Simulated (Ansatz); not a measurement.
Data sheet: Ga$_{2}$O$_{3}$ (DFT)

Ga2O3:
```yaml
crystal:
  lattice:
    - [1.48112, 0.85513, 6.87377]
    - [-1.48112, 0.85513, 6.87377]
    - [0.00000, -1.71025, 6.87377]
  atoms:
    - { symbol: Ga, position: [0.40029, 0.40029, 0.40029] }
    - { symbol: Ga, position: [0.59971, 0.59971, 0.59971] }
    - { symbol: O, position: [0.00000, 0.00000, 0.00000] }
    - { symbol: O, position: [0.23134, 0.23134, 0.23134] }
    - { symbol: O, position: [0.76866, 0.76866, 0.76866] }
```

Space group R-3m (No. 166); conventional cell a = b = 2.962 Å, c = 20.621 Å, α = β = 90.00°, γ = 120.00°.

Method: LDA in the plane-wave PAW code Ansatz. Structure relaxed to zero pressure with the same functional. Other levels are named where they apply.

Cell and energy:

- Volume per atom = 10.45 Å³
- Density = 5.96 g/cm³
- Formation energy from the elements (no fitted shifts) = -1.84 eV/atom

Electronic structure:

* **Band gap**: 2.64 eV (direct)
* **Valence-band maximum**: at Γ
* **Conduction-band minimum**: at Γ
* **Electron effective mass**: 0.27, 0.27, 0.34 mₑ (principal values)
* **Hole effective mass**: 0.31 along z (mₑ)

Dielectric response:

Electronic dielectric constant ε∞ (DFPT): 4.35 (xx = yy), 3.35 (zz)
Born charges (a third of the trace): Ga +2.96, O -2.30 to -1.82 e

Phonons:

* **Highest zone-centre frequency (without LO–TO term)**: 565 cm⁻¹
* **Zone-centre stability**: unstable, softest mode 78i cm⁻¹

The cell is a constructed one: a structure type filled with these elements; neither database checked (COD, Materials Project) lists it. It is not the phase usual at ambient conditions (space group No. 12, 167). The cell was relaxed with LDA under the symmetry of its start. A crystal of weakly bound layers computed without a dispersion correction: the cell and the soft elastic constants depend strongly on that. The references are the lowest solids computed at this level, not always the standard phases (solids in place of the gases). Spin–orbit coupling is left out wherever it is not named.

Potentials: the later of the program's two PAW sets.
